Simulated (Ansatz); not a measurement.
A 3-atom cell of HfO2 started from a crystallographic database, relaxed with r2SCAN, was run in the PAW code Ansatz under altered settings. All numbers are computed, without spin polarisation but where a row says otherwise.

```
CELL_PARAMETERS angstrom
0.00000 2.52918 2.52918
2.52918 0.00000 2.52918
2.52918 2.52918 0.00000
ATOMIC_POSITIONS crystal
Hf 0.00000 0.00000 0.00000
O 0.25000 0.25000 0.25000
O 0.75000 0.75000 0.75000
```

The base run's other keys:
```yaml
kpoints:
  mp_grid: { grid: [4, 4, 4] }
hamiltonian:
  xc: hse06
scf:
  occupations: { method: fixed }
  n_extra_bands: 4
```

It takes 17 iterations with 609 plane waves at 420 eV and 8 k points, and leaves a mean stress of -0.36 GPa. The gap over this mesh is 5.409 eV. It ran on 4 threads of Intel(R) Xeon(R) 6975P-C (Granite Rapids) (shared host).

Outcomes, with energy and stress as changes against the base:
```csv
setting,outcome,ΔF (meV/atom),Δ mean stress (GPa),gap on the mesh (eV),iterations,wall time
"PBE hybrid, exx coeff 0.15, omega 0.1 1/Å",converged,–,+2.4,4.972,11,3.4 s
hamiltonian.xc: lc_wpbe,converged,–,-0.7,10.891,16,6.2 s
scf.exx.ecutfock_ratio: 2,converged,+0.3,0.0,5.409,17,3.7 s
scf.occupations: methfessel_paxton 0.001,converged,0.0,0.0,5.409,17,4 s
```
A dash marks a value that wasn't obtained or can't be compared. Stress is positive in compression. The base took 4.1 s.

- PBE hybrid, exx coeff 0.15, omega 0.1 1/Å. That is 15 % exact exchange, screened with ω = 0.1 1/Å, against HSE06's 25 % screened at 0.208 1/Å. The mean stress moves by +2.4 GPa and the gap on the mesh by -0.437 eV (to 4.972). Totals of different functionals aren't comparable. The program warns that on this mesh the truncation of the exchange isn't bounded, so part of the change can be an error of the mesh.
- hamiltonian.xc: lc_wpbe. The mean stress moves by -0.7 GPa and the gap on the mesh by +5.481 eV (to 10.891). It's another functional on the same cell, so totals aren't comparable.

Within 1 meV an atom, 0.1 GPa and 0.005 eV of the base stay: scf.exx.ecutfock_ratio: 2; scf.occupations: methfessel_paxton 0.001.

No spin-orbit coupling is included; it can move band edges with weight on the heavy atoms by tenths of an eV.

The stress of a hybrid is loosely converged in these runs.

The meshes of the hybrids are coarse, so their gaps aren't converged to the digits shown.
